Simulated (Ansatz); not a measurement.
Sc2Si2O7:
```yaml
crystal:
  lattice:
    - [3.25693, 4.24959, 0.00000]
    - [-3.25693, 4.24959, 0.00000]
    - [-1.03845, 0.00000, 4.57169]
  atoms:
    - { symbol: Sc, position: [0.69032, 0.69032, 0.00000] }
    - { symbol: Sc, position: [0.30968, 0.30968, 0.00000] }
    - { symbol: Si, position: [0.22396, 0.77604, 0.40805] }
    - { symbol: Si, position: [0.77604, 0.22396, 0.59195] }
    - { symbol: O, position: [0.60650, 0.07842, 0.78681] }
    - { symbol: O, position: [0.39350, 0.92158, 0.21319] }
    - { symbol: O, position: [0.07842, 0.60650, 0.21319] }
    - { symbol: O, position: [0.92158, 0.39350, 0.78681] }
    - { symbol: O, position: [0.00000, 0.00000, 0.50000] }
    - { symbol: O, position: [0.60612, 0.39388, 0.27951] }
    - { symbol: O, position: [0.39388, 0.60612, 0.72049] }
```

Relaxed with r²SCAN. Plane-wave PAW r²SCAN (Ansatz code) gives a gap of 4.95 eV.

Question: What gap does HSE06 give on the same cell (Ansatz, PAW)?

Answer: 6.39 eV, 1.44 eV more. The hybrid was solved on a coarser mesh and at special points; the gap given is the minimum over both.

```csv
k,v1 r²SCAN,c1 r²SCAN,v1 HSE06,c1 HSE06
Γ,0.00,5.43,[?],[?]
Y,-0.18,4.95,-0.19,6.39
A,-0.06,5.64,[?],[?]
M,-0.18,5.28,-0.20,6.77
V2,-0.31,5.38,[?],[?]
L2,-0.12,5.50,[?],[?]
```

Question: Top valence (v1) and lowest conduction level (c1) in eV from each method's valence maximum (which need not be a listed point): supply the withheld HSE06 values.

Answer: 
- Γ, v1 HSE06: 0.00
- Γ, c1 HSE06: 6.79
- V2, v1 HSE06: -0.33
- V2, c1 HSE06: 6.86
- L2, v1 HSE06: -0.13
- L2, c1 HSE06: 7.01
- A, v1 HSE06: -0.05
- A, c1 HSE06: 7.15

Cost on shared cores: the r²SCAN run (SCF on a 6×6×6 mesh, then bands and DOS) about 6 core-minutes (a rough figure), the HSE06 run (SCF on 3×3×4, then a few points) very roughly 6 core-minutes; the tasks are unlike.

Space group C2/m. The first step of the workflow began from a Materials Project structure, measured or hypothetical; the Crystallography Open Database files this formula in space group No. 12, but the cells were not matched. Its standing as an ambient phase is unchecked. Symmetry was held in the r²SCAN relaxation; its stability against distortions is not shown here. The run is not spin-polarised.

Potentials: the later of the program's two PAW sets.
